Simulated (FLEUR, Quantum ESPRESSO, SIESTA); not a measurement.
One calculation of SnSe, 3 ways

```
CELL_PARAMETERS angstrom
0.00000 3.01000 3.01000
3.01000 0.00000 3.01000
3.01000 3.01000 0.00000
ATOMIC_POSITIONS crystal
Sn 0.00000 0.00000 0.00000
Se 0.50000 0.50000 0.50000
```

Measurements of this composition are mostly on another form, of space group No. 62.

Alike in all runs: task equation of state; functional PBEsol; k mesh 8 × 8 × 8; occupations fermi-dirac, width 0.05 eV; no spin polarisation; no spin-orbit coupling.

```tsv
program and potentials	plane-wave cutoff (eV)	notes	equilibrium volume (Å³/atom)	bulk modulus (GPa)
FLEUR, all-electron, FLAPW	-	-	26.28	56.0
SIESTA, files PseudoDojo sr-pbesol-0.4.1-standard, DZP (energy shift 0.003 Ry; two zetas on semicore shells)	-	atomic basis	27.14	57.4
Quantum ESPRESSO, PseudoDojo 0.4.1 SR PBEsol standard	1170	-	26.28	56.3
```

The equilibrium volume spans 26.28 (FLEUR, all-electron, FLAPW) to 27.14 Å³/atom (SIESTA, files PseudoDojo sr-pbesol-0.4.1-standard, DZP (energy shift 0.003 Ry; two zetas on semicore shells)), with all-electron results at 26.28. The bulk modulus spans 56.0 (FLEUR, all-electron, FLAPW) to 57.4 GPa (SIESTA, files PseudoDojo sr-pbesol-0.4.1-standard, DZP (energy shift 0.003 Ry; two zetas on semicore shells)), with all-electron results at 56.0. Rows in atomic bases carry the error of their basis and grid, which can be large.

The functional is the same throughout but for its coding, so the spread measures potentials, basis and numerics; runs on potential files found faulty are left out.
